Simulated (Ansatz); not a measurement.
LiPd in space group P-6m2 (No. 187; Pd on 1b, Li on 1e), PBEsol in the plane-wave PAW code Ansatz, all energies at zero smearing, with the estimated change up to a 700 eV cutoff added, with one set of potentials and settings (totals compare only within such a set). Cell of 2 atoms (1 Pd, 1 Li): -7110.453 eV.

```csv
element,reference phase,E (eV/atom)
Pd,"Fm-3m, 1 atoms in the cell",-6906.6520
Li,"Fm-3m, 1 atoms in the cell",-203.0014
```

Formation energy per atom, worked out: (-7110.453 − 1×(-6906.6520) − 1×(-203.0014))/2 = -0.400 eV/atom (-39 kJ per mol of atoms), at 0 K, without zero-point energy or fitted corrections.

The workflow started from an entry of the Crystallography Open Database (COD), which files this formula under 2 space groups. Whether it is the stable phase at ambient conditions was not checked. The PBEsol relaxation kept the symmetry of its start; whether a distortion lowers the energy is not shown. No spin polarisation was allowed. The references are the lowest solids computed at this level, not always the standard phases.

Potentials: the later of the program's two PAW sets.
